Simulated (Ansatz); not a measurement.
TiAl (CuAu type, space group P4/mmm)

```xyz
2
Lattice="2.8241 0.0000 0.0000 0.0000 2.8241 0.0000 0.0000 0.0000 4.0706" Properties=species:S:1:pos:R:3 pbc="T T T"
Al     1.4120     1.4120     2.0353
Ti     0.0000     0.0000     0.0000
```

This relaxed cell (volume V₀) is scaled evenly in all directions, its shape held. Symmetry pins the atoms to their sites.

All values below come from PBE (plane waves to 420 eV, PAW, scalar-relativistic; Ansatz, a program for electronic structure). k mesh 16×16×12 (Γ-centred), Fermi-Dirac smearing 0.05 eV. E stands for the smeared free energy. Stress and pressure are positive under compression. The PAW data are Ansatz's earlier set. TiAl is run without spin polarisation. TiAl was relaxed with its symmetry unable to fall. The zero of ΔE is the relaxed starting cell.

```csv
V/V₀,P (GPa),ΔE (eV/atom)
0.840,27.7,…
0.880,…,0.102
0.920,11.1,0.042
0.960,…,0.010
1.000,0.0,0.000
1.040,-4.1,0.009
1.080,-7.5,0.032
1.120,-10.3,0.069
1.160,-12.5,0.115
```

Q: Fill in the missing entries.

A: 
- 0.840, ΔE (eV/atom): 0.195
- 0.880, P (GPa): 18.6
- 0.960, P (GPa): 5.0

(Under strain, the slope of the energy per volume gives the stress and its curvature an elastic modulus.)
